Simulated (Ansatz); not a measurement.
Input:

InP:
Space group F-43m (No. 216); a = 5.907 Å, b = 5.907 Å, c = 5.907 Å, α = 90.00°, β = 90.00°, γ = 90.00°

| atom | site | symmetry | x | y | z |
|---|---|---|---|---|---|
| P | 4c | -43m | 0.2500 | 0.2500 | 0.2500 |
| In | 4a | -43m | 0.0000 | 0.0000 | 0.0000 |
(The calculation used a cell of 2 atoms; values per cell refer to that cell.)

This is the r²SCAN-relaxed structure.

Task: All from the program Ansatz at the r²SCAN level (PAW), unless another level is named. Estimate the bulk modulus (Birch–Murnaghan fit).

Result: 682 kbar.

Task: Give the highest zone-centre frequency (without LO–TO term).

Result: 296 cm⁻¹.

Task: What about the elastic constants (relaxed ions, GPa)?

Result: C11 = 98.1, C12 = 53.6, C44 = 45.9.

The r²SCAN relaxation kept the symmetry of its start; of distortions, only those at the zone centre were tested.

Potentials: the later of the program's two PAW sets.
